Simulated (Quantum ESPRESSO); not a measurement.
Zr2TaO5F3, one run as intended and one with a planted mistake

Computed values, not a measurement. The program is pw.x of Quantum ESPRESSO 7.5 (plane-wave density functional theory). The cell is made up: 11 atoms on a rutile lattice with one site empty, with randomly drawn elements, strain and displacements, not relaxed. PseudoDojo standard norm-conserving files (v0.5 for PBE, v0.4.1 for LDA and PBEsol) set the functional; there is no spin polarisation, spin-orbit coupling or dispersion term, and the masses in the input are unused placeholders.

Intended input:

```
&control calculation='scf', pseudo_dir='./dojo.nc.sr.pbe.v0_5.standard.upf', outdir='./o', disk_io='low', tprnfor=.true., tstress=.true. /
&system ibrav=0, nat=11, ntyp=4, nbnd=50, ecutwfc=84.00895049, nosym=.true., tot_charge=0,
 occupations='smearing', smearing='fd', degauss=0.0018374661
/
&electrons conv_thr=7.350e-09, electron_maxstep=60, /
ATOMIC_SPECIES
F 1.0 F.upf
O 1.0 O.upf
Ta 1.0 Ta.upf
Zr 1.0 Zr.upf
CELL_PARAMETERS angstrom
4.9379 0.0 0.0
0.0 4.9379 0.0
0.0 0.0 6.5906
ATOMIC_POSITIONS angstrom
Zr -0.0755 0.0069 -0.0748
Zr 2.4977 2.567 1.6463
Ta 0.0858 0.054 3.2895
O 1.5039 1.5032 0.0061
F 3.4912 3.384 0.028
O 3.9495 1.0137 1.6324
F 0.9022 4.0013 1.5266
O 1.6034 1.4453 3.3836
O 3.4321 3.4701 3.2945
O 3.9145 0.892 5.0129
F 1.0376 4.0347 5.0272
K_POINTS automatic
5 5 4 1 1 1
```

The log is shortened where brackets say so; the opening notice, blank lines, dates and the lines on written files are dropped, and the path of the files is cut. It prints rydbergs, bohrs and kilobars, and counts compression as positive stress. Where no state is partly filled, the Fermi energy that it prints is only some level between the filled and the empty states on the mesh, and need not lie in the true gap.

Log of the intended run:

```
     Program PWSCF v.7.5
     Parallel version (MPI & OpenMP), running on       4 processor cores
     Number of MPI processes:                 4
     Threads/MPI process:                     1
     [start-up lines left out]
     bravais-lattice index     =            0
     lattice parameter (alat)  =       9.3313  a.u.
     unit-cell volume          =    1084.4415 (a.u.)^3
     number of atoms/cell      =           11
     number of atomic types    =            4
     number of electrons       =        88.00
     number of Kohn-Sham states=           50
     kinetic-energy cutoff     =      84.0090  Ry
     charge density cutoff     =     336.0358  Ry
     scf convergence threshold =      7.3E-09
     mixing beta               =       0.7000
     number of iterations used =            8  plain     mixing
     Exchange-correlation= PBE
                           (   1   4   3   4   0   0   0)
     [axes and pseudopotential details left out]
   Cartesian axes
     site n.     atom                  positions (alat units)
         1        Zr     tau(   1) = (  -0.0152899   0.0013974  -0.0151481  )
         2        Zr     tau(   2) = (   0.5058223   0.5198566   0.3334008  )
         3        Ta     tau(   3) = (   0.0173758   0.0109358   0.6661739  )
         4        O      tau(   4) = (   0.3045627   0.3044209   0.0012353  )
         5        F      tau(   5) = (   0.7070212   0.6853116   0.0056704  )
         6        O      tau(   6) = (   0.7998339   0.2052897   0.3305859  )
         7        F      tau(   7) = (   0.1827092   0.8103242   0.3091598  )
         8        O      tau(   8) = (   0.3247129   0.2926953   0.6852306  )
         9        O      tau(   9) = (   0.6950526   0.7027481   0.6671865  )
        10        O      tau(  10) = (   0.7927459   0.1806436   1.0151886  )
        11        F      tau(  11) = (   0.2101298   0.8170882   1.0180846  )
     number of k points=    50  Fermi-Dirac smearing, width (Ry)=  0.0018
                       cart. coord. in units 2pi/alat
        k(    1) = (   0.1000000   0.1000000   0.0936542), wk =   0.0400000
        k(    2) = (   0.1000000   0.1000000   0.2809627), wk =   0.0400000
     [further k points left out]
     Dense  grid:   112881 G-vectors     FFT dimensions: (  60,  60,  75)
     Estimated max dynamical RAM per process >     321.18 MB
     Estimated total dynamical RAM >       1.17 GB
     Initial potential from superposition of free atoms
     starting charge      87.9943, renormalised to      88.0000
     Starting wfcs are   62 randomized atomic wfcs
     total cpu time spent up to now is        8.8 secs
     per-process dynamical memory:   240.0 Mb
     Self-consistent Calculation
     iteration #  1     ecut=    84.01 Ry     beta= 0.70
     Davidson diagonalization with overlap
     ethr =  1.00E-02,  avg # of iterations =  2.0
     total cpu time spent up to now is       25.6 secs
     total energy              =    -644.10226236 Ry
     estimated scf accuracy    <       4.98633142 Ry
     iteration #  2     ecut=    84.01 Ry     beta= 0.70
     Davidson diagonalization with overlap
     ethr =  5.67E-03,  avg # of iterations =  6.2
     total cpu time spent up to now is       54.3 secs
     total energy              =    -639.20202904 Ry
     estimated scf accuracy    <      56.02281530 Ry
     [iterations 3 to 16 left out]
     iteration # 17     ecut=    84.01 Ry     beta= 0.70
     Davidson diagonalization with overlap
     ethr =  1.24E-10,  avg # of iterations =  2.2
     total cpu time spent up to now is      348.9 secs
     total energy              =    -646.88426395 Ry
     estimated scf accuracy    <       0.00000002 Ry
     iteration # 18     ecut=    84.01 Ry     beta= 0.70
     Davidson diagonalization with overlap
     ethr =  2.21E-11,  avg # of iterations =  5.0
     total cpu time spent up to now is      370.4 secs
     End of self-consistent calculation
     [lines on levels left out]
     the Fermi energy is     7.0459 ev
!    total energy              =    -646.88426395 Ry
     estimated scf accuracy    <          3.8E-09 Ry
     smearing contrib. (-TS)   =      -0.00000000 Ry
     internal energy E=F+TS    =    -646.88426395 Ry
     The total energy is F=E-TS. E is the sum of the following terms:
     one-electron contribution =    -250.22679893 Ry
     hartree contribution      =     164.34460120 Ry
     xc contribution           =    -143.79979676 Ry
     ewald contribution        =    -417.20226946 Ry
     convergence has been achieved in  18 iterations
     Forces acting on atoms (cartesian axes, Ry/au):
     atom    1 type  4   force =     0.01595346    0.20786582   -0.10395650
     atom    2 type  4   force =     0.00902793   -0.15743910    0.04634439
     atom    3 type  3   force =    -0.10873457    0.14616770    0.15152601
     atom    4 type  2   force =    -0.04384168   -0.02987873    0.10428880
     atom    5 type  1   force =     0.00404200    0.00642654    0.01723693
     atom    6 type  2   force =     0.05756182   -0.05439498    0.06094756
     atom    7 type  1   force =     0.01515031   -0.01849952    0.06398956
     atom    8 type  2   force =    -0.13108267   -0.09701153   -0.09554781
     atom    9 type  2   force =     0.09054205    0.07856181   -0.09013622
     atom   10 type  2   force =     0.11524247   -0.08736892   -0.09640528
     atom   11 type  1   force =    -0.02386112    0.00557090   -0.05828745
     Total force =     0.508485     Total SCF correction =     0.000234
     Computing stress (Cartesian axis) and pressure
          total   stress  (Ry/bohr**3)                   (kbar)     P=     -136.56
  -0.00096612  -0.00065252  -0.00019653         -142.12      -95.99      -28.91
  -0.00065252  -0.00082071  -0.00023365          -95.99     -120.73      -34.37
  -0.00019653  -0.00023365  -0.00099802          -28.91      -34.37     -146.81
     init_run     :      8.30s CPU      8.65s WALL (       1 calls)
     electrons    :    359.53s CPU    361.65s WALL (       1 calls)
     forces       :      3.07s CPU      3.10s WALL (       1 calls)
     stress       :     10.77s CPU     11.07s WALL (       1 calls)
     [timing details left out]
     PWSCF        :   6m21.91s CPU   6m24.79s WALL
     JOB DONE.
```

A second run has one planted mistake: the cell has the wrong charge. The input lines that differ, file-writing options aside:

```
- &system ibrav=0, nat=11, ntyp=4, nbnd=50, ecutwfc=84.00895049, nosym=.true., tot_charge=0,
+ &system ibrav=0, nat=11, ntyp=4, nbnd=50, ecutwfc=84.00895049, nosym=.true., tot_charge=1,
```

Its log:

```
     Program PWSCF v.7.5
     Parallel version (MPI & OpenMP), running on       4 processor cores
     Number of MPI processes:                 4
     Threads/MPI process:                     1
     [start-up lines left out]
     bravais-lattice index     =            0
     lattice parameter (alat)  =       9.3313  a.u.
     unit-cell volume          =    1084.4415 (a.u.)^3
     number of atoms/cell      =           11
     number of atomic types    =            4
     number of electrons       =        87.00
     number of Kohn-Sham states=           50
     kinetic-energy cutoff     =      84.0090  Ry
     charge density cutoff     =     336.0358  Ry
     scf convergence threshold =      7.3E-09
     mixing beta               =       0.7000
     number of iterations used =            8  plain     mixing
     Exchange-correlation= PBE
                           (   1   4   3   4   0   0   0)
     [axes and pseudopotential details left out]
   Cartesian axes
     site n.     atom                  positions (alat units)
         1        Zr     tau(   1) = (  -0.0152899   0.0013974  -0.0151481  )
         2        Zr     tau(   2) = (   0.5058223   0.5198566   0.3334008  )
         3        Ta     tau(   3) = (   0.0173758   0.0109358   0.6661739  )
         4        O      tau(   4) = (   0.3045627   0.3044209   0.0012353  )
         5        F      tau(   5) = (   0.7070212   0.6853116   0.0056704  )
         6        O      tau(   6) = (   0.7998339   0.2052897   0.3305859  )
         7        F      tau(   7) = (   0.1827092   0.8103242   0.3091598  )
         8        O      tau(   8) = (   0.3247129   0.2926953   0.6852306  )
         9        O      tau(   9) = (   0.6950526   0.7027481   0.6671865  )
        10        O      tau(  10) = (   0.7927459   0.1806436   1.0151886  )
        11        F      tau(  11) = (   0.2101298   0.8170882   1.0180846  )
     number of k points=    50  Fermi-Dirac smearing, width (Ry)=  0.0018
                       cart. coord. in units 2pi/alat
        k(    1) = (   0.1000000   0.1000000   0.0936542), wk =   0.0400000
        k(    2) = (   0.1000000   0.1000000   0.2809627), wk =   0.0400000
     [further k points left out]
     Dense  grid:   112881 G-vectors     FFT dimensions: (  60,  60,  75)
     Estimated max dynamical RAM per process >     321.18 MB
     Estimated total dynamical RAM >       1.17 GB
     Initial potential from superposition of free atoms
     starting charge      87.9943, renormalised to      87.0000
     Starting wfcs are   62 randomized atomic wfcs
     total cpu time spent up to now is        9.4 secs
     per-process dynamical memory:   240.0 Mb
     Self-consistent Calculation
     iteration #  1     ecut=    84.01 Ry     beta= 0.70
     Davidson diagonalization with overlap
     ethr =  1.00E-02,  avg # of iterations =  2.0
     total cpu time spent up to now is       25.9 secs
     total energy              =    -644.79367896 Ry
     estimated scf accuracy    <       4.62242084 Ry
     iteration #  2     ecut=    84.01 Ry     beta= 0.70
     Davidson diagonalization with overlap
     ethr =  5.31E-03,  avg # of iterations =  6.0
     total cpu time spent up to now is       53.8 secs
     total energy              =    -640.59723408 Ry
     estimated scf accuracy    <      47.34199654 Ry
     [iterations 3 to 20 left out]
     iteration # 21     ecut=    84.01 Ry     beta= 0.70
     Davidson diagonalization with overlap
     ethr =  5.60E-11,  avg # of iterations =  2.0
     total cpu time spent up to now is      389.6 secs
     total energy              =    -647.32431428 Ry
     estimated scf accuracy    <          8.2E-09 Ry
     iteration # 22     ecut=    84.01 Ry     beta= 0.70
     Davidson diagonalization with overlap
     ethr =  9.40E-12,  avg # of iterations =  2.0
     total cpu time spent up to now is      405.8 secs
     End of self-consistent calculation
     [lines on levels left out]
     the Fermi energy is     5.6497 ev
!    total energy              =    -647.32431428 Ry
     estimated scf accuracy    <          1.1E-09 Ry
     smearing contrib. (-TS)   =      -0.00188021 Ry
     internal energy E=F+TS    =    -647.32243406 Ry
     The total energy is F=E-TS. E is the sum of the following terms:
     one-electron contribution =    -250.63979082 Ry
     hartree contribution      =     163.34766792 Ry
     xc contribution           =    -142.82804171 Ry
     ewald contribution        =    -417.20226946 Ry
     convergence has been achieved in  22 iterations
     Forces acting on atoms (cartesian axes, Ry/au):
     atom    1 type  4   force =    -0.00765878    0.14775967   -0.09455215
     atom    2 type  4   force =     0.02928683   -0.12505557    0.06961812
     atom    3 type  3   force =    -0.08844414    0.13309363    0.14207512
     atom    4 type  2   force =    -0.03635888   -0.02415802    0.07196019
     atom    5 type  1   force =     0.00394833    0.00772652    0.01973235
     atom    6 type  2   force =     0.05877111   -0.05164101    0.05625841
     atom    7 type  1   force =     0.01368339   -0.01523435    0.06281270
     atom    8 type  2   force =    -0.12604255   -0.09435532   -0.09107203
     atom    9 type  2   force =     0.08168217    0.07469369   -0.08151346
     atom   10 type  2   force =     0.09980899   -0.06599658   -0.09865321
     atom   11 type  1   force =    -0.02867647    0.01316734   -0.05666603
     Total force =     0.446466     Total SCF correction =     0.000084
     Computing stress (Cartesian axis) and pressure
          total   stress  (Ry/bohr**3)                   (kbar)     P=     -252.17
  -0.00178071  -0.00056924  -0.00013393         -261.95      -83.74      -19.70
  -0.00056924  -0.00156766  -0.00018086          -83.74     -230.61      -26.61
  -0.00013393  -0.00018086  -0.00179438          -19.70      -26.61     -263.96
     init_run     :      8.46s CPU      8.81s WALL (       1 calls)
     electrons    :    393.09s CPU    396.48s WALL (       1 calls)
     forces       :      2.73s CPU      2.76s WALL (       1 calls)
     stress       :      9.82s CPU     10.09s WALL (       1 calls)
     [timing details left out]
     PWSCF        :   6m54.76s CPU   6m58.86s WALL
     JOB DONE.
```

|  | intended run | run with the mistake |
| --- | --- | --- |
| free energy (eV) | -8801.309 | -8807.296 |
| smearing term -TS (eV) | 0.0000 | -0.0256 |
| pressure (GPa) | -13.66 | -25.22 |
| largest force component (eV/Å) | 5.344 | 3.799 |
| largest change of a force component (eV/Å) |  | 1.545 |
| iterations | 18 | 22 |

For scale, a rerun of the intended cell at a cutoff of 1467 eV and k mesh 7 x 7 x 6 moved values by no more than 0.004 eV in energy, 0.03 GPa in stress and 0.002 eV/Å in force. The charged cell sits in a uniform background, so its energy and stress rest on the program's zero of potential.